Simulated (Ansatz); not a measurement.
Data:

HfO$_{2}$:
```xyz
6
Lattice="3.1201 0.0000 0.0000 -1.5601 2.7021 0.0000 0.0000 0.0000 10.8406" Properties=species:S:1:pos:R:3 pbc="T T T"
Hf     0.0000     1.8014     2.7102
Hf     1.5601     0.9007     8.1305
O      0.0000     1.8014     6.9664
O      1.5601     0.9007     1.5461
O      1.5601     0.9007     3.8742
O      0.0000     1.8014     9.2945
```

This is the PBE-relaxed structure. Cartesian axes are those of the cell as given.

**Question.** All from plane-wave PAW PBE (Ansatz code), unless another level is named. Estimate the band gap.

**Answer.** 1.78 eV (indirect).

**Question.** And the smallest direct gap on the standard path?

**Answer.** 2.08 eV.

**Question.** Next, the conduction-band minimum?

**Answer.** off the standard path, at k = (0.245, 0.271, 0.000).

Space group P6_3/mmc. The cell is a constructed one: a structure type filled with these elements; neither database checked (COD, Materials Project) lists it. It is not the phase usual at ambient conditions (space group No. 14, 29). The PBE relaxation kept the symmetry of its start; its stability against distortions is not shown here. The run is not spin-polarised. A crystal of weakly bound layers computed without a dispersion correction: the cell and the soft elastic constants depend strongly on that. Scalar-relativistic: spin–orbit coupling is off unless named, which matters more the heavier the elements.

Potentials: the later of the program's two PAW sets.
